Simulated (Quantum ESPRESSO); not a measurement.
## BSi3C4 (a curve over one atom's position)

Computed values, not a measurement. The program is pw.x of Quantum ESPRESSO 7.5 (plane-wave density functional theory). The cell is made up: 8 atoms on a zincblende/diamond lattice, with randomly drawn elements, strain and displacements, not relaxed. PseudoDojo standard norm-conserving files (v0.5 for PBE, v0.4.1 for LDA and PBEsol) set the functional; there is no spin polarisation, spin-orbit coupling or dispersion term, and the masses in the input are unused placeholders. A spin-polarised start on this cell or one of its family kept no moment.

Seven runs move atom 8 (C, counted in the order of the input) along y and keep all else fixed.

Input of the run at +0.0071:

```
&control calculation='scf', pseudo_dir='./dojo.nc.sr.pbe.v0_5.standard.upf', outdir='./o', disk_io='low', tprnfor=.true., tstress=.true. /
&system ibrav=0, nat=8, ntyp=3, nbnd=26, ecutwfc=82.02448710, nosym=.true., tot_charge=0,
 occupations='smearing', smearing='fd', degauss=0.0073498644
/
&electrons conv_thr=7.350e-09, electron_maxstep=60, /
ATOMIC_SPECIES
B 1.0 B.upf
C 1.0 C.upf
Si 1.0 Si.upf
CELL_PARAMETERS angstrom
4.3311 -0.0127 0.004
-0.0127 4.2406 -0.0482
0.004 -0.0482 4.3408
ATOMIC_POSITIONS angstrom
B -0.1946 0.0057 -0.0907
Si -0.0288 2.1455 2.0369
Si 2.2558 0.0485 2.1631
Si 2.0787 2.009 0.0668
C 1.1688 1.0057 1.0815
C 1.0168 3.1649 3.2598
C 3.2707 1.2493 3.381
C 3.2433 3.2357 1.1752
K_POINTS automatic
6 6 6 1 1 1
```

| shift of atom 8 along y (Å) | free energy less that of the input shown (eV) | Fx on atom 8 (eV/Å) | Fy on atom 8 (eV/Å) | Fz on atom 8 (eV/Å) | pressure (GPa) | iterations |
| --- | --- | --- | --- | --- | --- | --- |
| -0.0935 | 0.1583 | -0.966 | 2.923 | -4.630 | 2.19 | 12 |
| -0.0517 | 0.0595 | -0.167 | 1.802 | -4.654 | 1.82 | 12 |
| -0.0082 | 0.0066 | 0.669 | 0.634 | -4.754 | 1.61 | 12 |
| +0.0071 | 0.0000 | 0.965 | 0.224 | -4.808 | 1.59 | 12 |
| +0.0774 | 0.0499 | 2.348 | -1.637 | -5.184 | 1.74 | 12 |
| +0.1362 | 0.1909 | 3.542 | -3.151 | -5.658 | 2.23 | 12 |

Question: one run is left out of the table, at -0.0721. Estimate its Fy on atom 8 (eV/Å).

Answer: 2.350. The whole row:

```
shift of atom 8 along y (Å)  free energy less that of the input shown (eV)  Fx on atom 8 (eV/Å)  Fy on atom 8 (eV/Å)  Fz on atom 8 (eV/Å)  pressure (GPa)  iterations
                    -0.0721                                         0.1019               -0.557                2.350               -4.633            1.98          12
```

A cubic fit gives dFy/dy = -26.76 eV/Å² at zero shift. Across the table the free energy follows the integral of the force to within 0.1 meV. A rerun of one of the cells at 1347 eV and a 8 x 8 x 8 mesh moved values by no more than 0.004 eV in energy, 0.11 GPa in stress and 0.011 eV/Å in force.